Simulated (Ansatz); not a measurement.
Relaxing an invented GaO3 structure

Method: Ansatz, DFT PBE, scalar-relativistic, plane waves, PAW. Cutoff 420 eV, Gaussian smearing, Γ-centred meshes. Cell and atoms relax first on a coarse mesh and then on a finer one. In between, the cell is made exact in the group found at 0.06 Å. In metals the finer mesh still leaves noise of several meV/atom or more. The steps can't lower the symmetry of their start. Collinear spin is switched on along the way, since trial moments persisted in a coarse test.

The guess for GaO3 was made by a generator: random cell by space group and Wyckoff sites (P-3m1, No. 164). The dimensions are guesses.

```cif
data_structure
_symmetry_space_group_name_H-M 'P-3m1'
_symmetry_Int_Tables_number 164
_cell_length_a 3.3067
_cell_length_b 3.3067
_cell_length_c 5.5118
_cell_angle_alpha 90.000
_cell_angle_beta 90.000
_cell_angle_gamma 120.000
_cell_volume 52.19
loop_
_atom_site_label
_atom_site_type_symbol
_atom_site_symmetry_multiplicity
_atom_site_Wyckoff_symbol
_atom_site_fract_x
_atom_site_fract_y
_atom_site_fract_z
_atom_site_occupancy
Ga1 Ga 1 b 0.00000 0.00000 0.50000 1
O1 O 2 d 0.33333 0.66667 0.62664 1
O2 O 1 a 0.00000 0.00000 0.00000 1
```

The zero of energy is the elements' standard structures at the same level (O₂ as a molecule); no fitted shifts are applied.

Task: Where does the relaxation end?

Result: The symmetry stays P-3m1 (No. 164). The volume per atom shrinks by 15.9 %, from 13.0 to 11.0 Å³. The shortest distance goes from 2.03 Å (Ga–O) to 2.01 Å (Ga–O). The energy falls by about 0.18 eV/atom (the start's value is from the coarse mesh). Conventional cell: a = 3.060 Å, c = 5.412 Å. Around Ga lie 6 O at 2.01 Å and 2 O at 2.71 Å; O on a site of symmetry 3m is surrounded by 3 Ga at 2.01 Å and 6 O at 2.48–2.62 Å; O on a site of symmetry -3m is surrounded by 6 O at 2.48 Å, 2 Ga at 2.71 Å and 6 O at 3.06 Å (long against the sum of covalent radii).

```cif
data_structure
_symmetry_space_group_name_H-M 'P 1'
_symmetry_Int_Tables_number 1
_cell_length_a 3.0598
_cell_length_b 3.0598
_cell_length_c 5.4117
_cell_angle_alpha 90.000
_cell_angle_beta 90.000
_cell_angle_gamma 120.000
_cell_volume 43.88
loop_
_atom_site_label
_atom_site_type_symbol
_atom_site_fract_x
_atom_site_fract_y
_atom_site_fract_z
_atom_site_occupancy
Ga1 Ga 0.00000 0.00000 0.50000 1
O1 O 0.33333 0.66667 0.67833 1
O2 O 0.66667 0.33333 0.32167 1
O3 O 0.00000 0.00000 0.00000 1
```

Task: Give its energy and gap.

Result: The formation energy is −0.16 eV/atom and the gap on the 18×18×10 mesh of the 4-atom cell is 0 eV (a metal). The net moment per atom is 0.75 μB and the moment by site is O 0.5 (×2), 1.9 μB.

It lies below the elements, which doesn't yet make it stable against other compounds or structures.

The last run used collinear spin and Gaussian smearing of 0.10 eV. Weakly bound directions are ill-defined at this level, which has no dispersion term. The magnetic state reached may not be the lowest. Symmetry constrained the relaxation, so the result can be a saddle point. Site moments count only spheres around the atoms; the net moment includes the space between them.
